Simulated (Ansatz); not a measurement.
## Ba₂Mg₃Al from LDA upwards

The starting cell is an entry of the Crystallography Open Database, a measured cell (2004, 293 K):

```yaml
crystal:
  lattice:
    - [6.28890, 0.00000, 0.00000]
    - [-3.14445, 5.44635, 0.00000]
    - [0.00000, 0.00000, 20.60500]
  atoms:
    - { symbol: Ba, position: [0.00000, 0.00000, 0.40545] }
    - { symbol: Ba, position: [0.00000, 0.00000, 0.90545] }
    - { symbol: Ba, position: [0.00000, 0.00000, 0.09455] }
    - { symbol: Ba, position: [0.00000, 0.00000, 0.59455] }
    - { symbol: Ba, position: [0.33333, 0.66667, 0.34444] }
    - { symbol: Ba, position: [0.66667, 0.33333, 0.84444] }
    - { symbol: Ba, position: [0.33333, 0.66667, 0.15556] }
    - { symbol: Ba, position: [0.66667, 0.33333, 0.65556] }
    - { symbol: Mg, position: [0.32030, 0.16015, 0.25000] }
    - { symbol: Mg, position: [0.16015, 0.32030, 0.75000] }
    - { symbol: Mg, position: [0.83985, 0.16015, 0.25000] }
    - { symbol: Mg, position: [0.67970, 0.83985, 0.75000] }
    - { symbol: Mg, position: [0.83985, 0.67970, 0.25000] }
    - { symbol: Mg, position: [0.16015, 0.83985, 0.75000] }
    - { symbol: Mg, position: [0.00000, 0.50000, 0.50000] }
    - { symbol: Mg, position: [0.50000, 0.00000, 0.00000] }
    - { symbol: Mg, position: [0.50000, 0.50000, 0.50000] }
    - { symbol: Mg, position: [0.00000, 0.50000, 0.00000] }
    - { symbol: Mg, position: [0.50000, 0.00000, 0.50000] }
    - { symbol: Mg, position: [0.50000, 0.50000, 0.00000] }
    - { symbol: Al, position: [0.33333, 0.66667, 0.64420] }
    - { symbol: Al, position: [0.66667, 0.33333, 0.14420] }
    - { symbol: Al, position: [0.33333, 0.66667, 0.85580] }
    - { symbol: Al, position: [0.66667, 0.33333, 0.35580] }
```

Atoms and cell were relaxed at zero pressure with plane-wave PAW DFT (Ansatz 0.2.0; one set of PAW datasets, made under PBE, for all functionals; 420 eV, r2SCAN 500 eV; 6×6×2 Γ-centred mesh, fermi-dirac occupations of width 0.100 eV; no spin polarisation, no spin-orbit coupling, no dispersion correction), keeping the symmetry (P6_3/mmc, No. 194).

**Question.** What cells and energies do LDA, PBEsol, PBE, r2SCAN give?

**Answer.** The relaxed conventional cells:

| functional | a (Å) | c (Å) | volume (Å³/atom) | formation energy (eV/atom) |
| --- | --- | --- | --- | --- |
| LDA | 6.280 | 20.229 | 28.79 | -0.144 |
| PBEsol | 6.365 | 20.548 | 30.04 | -0.129 |
| PBE | 6.458 | 20.856 | 31.38 | -0.115 |
| r2SCAN | 6.468 | 20.862 | 31.50 | -0.125 |
| the entry | 6.289 | 20.605 | 29.41 | – |

LDA gives the smallest volume and r2SCAN the largest, 9.4 % more. Against the entry's volume: LDA -2.1 %, PBEsol +2.2 %, PBE +6.7 %, r2SCAN +7.1 %; LDA and PBEsol come about as near. The formation energies span 0.03 eV an atom, lowest under LDA.

Caveats: each relaxation keeps the start's symmetry, so a distorted cell may lie lower; computed cells are at 0 K with fixed nuclei, while the entry holds thermal expansion, often some tenths of a per cent in volume and more in soft crystals; the relaxed cell lies far from the entry, by an error of the functional or of the entry; formation energies are at zero smearing against the elements' usual phases under the same functional, gases as free molecules, uncorrected.
